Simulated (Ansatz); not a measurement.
A plane-wave DFT run in Ansatz 0.2.0 (scalar-relativistic PAW potentials unless the input names others): input and command.

```yaml
crystal:
  lattice:
    - [0.0, 2.0455, 2.0455]
    - [2.0455, 0.0, 2.0455]
    - [2.0455, 2.0455, 0.0]
  atoms:
    - { symbol: Au, position: [0.0, 0.0, 0.0] }
basis:
  ecutwfc: 420
kpoints:
  mp_grid: { grid: [22, 22, 22] }
hamiltonian:
  xc: pbe
scf:
  occupations: { method: gaussian, width: 0.15 }
  mixing: { algorithm: anderson, beta: 0.005, ndim: 1 }
  max_iter: 75
output:
  forces: true
  eigenvalues: true
  stress: true
```

```bash
ansatz run input.yaml --threads 1 --pin off --max-ram 1228MiB --backend cpu --events-out ev --progress --plain --runs-dir out
```

Abridged log:
```
Basis set: ecut = 420 eV, 331 PW (Γ), exchange–correlation on 40×40×40 points (8 copies of the dense FFT grid, shifted against one another)
Bands: 14, of which v1, the nominal top of the filled ones, is band 10 counted from 1 (9 counted from 0)
Symmetry: 48 space group operations
k-points: 328 of 10648
SCF iter   1: F=—  HF=-13149.309667 eV  |F-HF|=—  |Δ(HF+E_count)|=         —  Δρ=1.52e-3  dr2=7.02e-5  ethr=1.77e-3  ⟨swp⟩=4.4  Hψ=22375  notcnv=0
SCF iter   2: F=—  HF=-13149.309833 eV  |F-HF|=—  |Δ(HF+E_count)|=   1.66e-4  Δρ=1.51e-3  dr2=6.64e-5  ethr=3.69e-7  ⟨swp⟩=2.3  Hψ=10226  notcnv=0
SCF iter   3: F=—  HF=-13149.309835 eV  |F-HF|=—  |Δ(HF+E_count)|=   2.47e-6  Δρ=1.50e-3  dr2=6.58e-5  ethr=3.49e-7  ⟨swp⟩=1.0  Hψ=4473  notcnv=0
SCF iter   4: F=—  HF=-13149.309838 eV  |F-HF|=—  |Δ(HF+E_count)|=   2.54e-6  Δρ=1.50e-3  dr2=6.53e-5  ethr=3.47e-7  ⟨swp⟩=1.0  Hψ=4473  notcnv=0
SCF iter   5: F=—  HF=-13149.309840 eV  |F-HF|=—  |Δ(HF+E_count)|=   2.52e-6  Δρ=1.49e-3  dr2=6.48e-5  ethr=3.44e-7  ⟨swp⟩=1.0  Hψ=4473  notcnv=0
SCF iter   6: F=—  HF=-13149.309843 eV  |F-HF|=—  |Δ(HF+E_count)|=   2.50e-6  Δρ=1.48e-3  dr2=6.43e-5  ethr=3.41e-7  ⟨swp⟩=1.0  Hψ=4473  notcnv=0
SCF iter   7: F=—  HF=-13149.309845 eV  |F-HF|=—  |Δ(HF+E_count)|=   2.48e-6  Δρ=1.48e-3  dr2=6.38e-5  ethr=3.38e-7  ⟨swp⟩=1.0  Hψ=4473  notcnv=0
SCF iter   8: F=—  HF=-13149.309848 eV  |F-HF|=—  |Δ(HF+E_count)|=   2.46e-6  Δρ=1.47e-3  dr2=6.33e-5  ethr=3.36e-7  ⟨swp⟩=1.0  Hψ=4473  notcnv=0
   ...
SCF iter  28: F=—  HF=-13149.309893 eV  |F-HF|=—  |Δ(HF+E_count)|=   2.06e-6  Δρ=1.35e-3  dr2=5.41e-5  ethr=2.87e-7  ⟨swp⟩=1.0  Hψ=4473  notcnv=0
SCF iter  29: F=—  HF=-13149.309895 eV  |F-HF|=—  |Δ(HF+E_count)|=   2.04e-6  Δρ=1.34e-3  dr2=5.37e-5  ethr=2.85e-7  ⟨swp⟩=1.0  Hψ=4473  notcnv=0
SCF iter  30: F=—  HF=-13149.309897 eV  |F-HF|=—  |Δ(HF+E_count)|=   2.02e-6  Δρ=1.34e-3  dr2=5.32e-5  ethr=2.82e-7  ⟨swp⟩=1.0  Hψ=4473  notcnv=0
SCF iter  31: F=—  HF=-13149.309899 eV  |F-HF|=—  |Δ(HF+E_count)|=   2.01e-6  Δρ=1.33e-3  dr2=5.28e-5  ethr=2.80e-7  ⟨swp⟩=1.9  Hψ=11875  notcnv=0
Mixer restart at iter 31: flushing history
iteration 31: the SCF's residuals had fallen too slowly under its mixing. It goes on by minimising its free energy, and can end on another state than longer mixing would; under `scf.algorithm: density_mixing` no SCF does so, but by `scf.convergence.dm_fallback`
SCF iter  32: F=—  HF=-13149.310126 eV  |F-HF|=—  |Δ(HF+E_count)|=   2.27e-4  Δρ=8.36e-5  dr2=4.92e-7  ethr=2.78e-7  ⟨swp⟩=2.4  Hψ=33190  notcnv=0
SCF iter  33: F=—  HF=-13149.310126 eV  |F-HF|=—  |Δ(HF+E_count)|=   3.64e-7  Δρ=2.26e-5  dr2=6.46e-8  ethr=5.26e-10  ⟨swp⟩=3.3  Hψ=18136  notcnv=0
SCF iter  34: F=-13149.310126 eV  HF=-13149.310126 eV  |F-HF|=3.64e-12  |Δ(HF+E_count)|=   2.33e-8  Δρ=7.38e-7  dr2=2.53e-11  ethr=3.40e-10  ⟨swp⟩=2.0  Hψ=13608  notcnv=0
SCF iter  35: F=-13149.310126 eV  HF=-13149.310126 eV  |F-HF|=1.82e-12  |Δ(HF+E_count)|=  3.64e-12  Δρ=7.40e-7  dr2=2.55e-11  ethr=1.00e-12  ⟨swp⟩=1.0  Hψ=13640  notcnv=0
SCF 1 converged in 35 iterations: F = -13149.310126 eV  dr2 = 2.55e-11
SCF converged after 35 iterations
Free energy (F): -13149.310126 eV
Harris-Foulkes:  -13149.310126 eV  (|F-HF|=1.82e-12)
Internal energy: -13149.306983 eV  (E = F + TS)
E sigma→0 (E₀):  -13149.308555 eV
Entropy (-TS):   -0.003143 eV (-3.143 meV/atom)
Fermi energy:    20.515612 eV
--- Forces (eV/Å), atoms counted from 1 ---
  atom   1  Au     0.00000000     0.00000000     0.00000000
--- Stress (GPa, compression-positive) ---
        7.874772       0.000000       0.000000
        0.000000       7.874772       0.000000
        0.000000       0.000000       7.874772
  P = ⅓ Tr σ = 7.8748 GPa (78.748 kbar)
```

One setting here is unusual or wrong in general: mixing far too weak (scf.mixing: not typed → {"algorithm": "anderson", "beta": 0.005, "ndim": 1}). For this cell it did little harm to the result: the run converged in 35 SCF iterations (reference: 6) with an energy at zero smearing within 0.01 meV/atom of the reference's, pressure 7.87 GPa, largest force 0.000 eV/Å, no gap on the mesh. A reference run from the same start on usual settings converged with pressure 7.87 GPa, largest force 0.000 eV/Å, no gap on the mesh.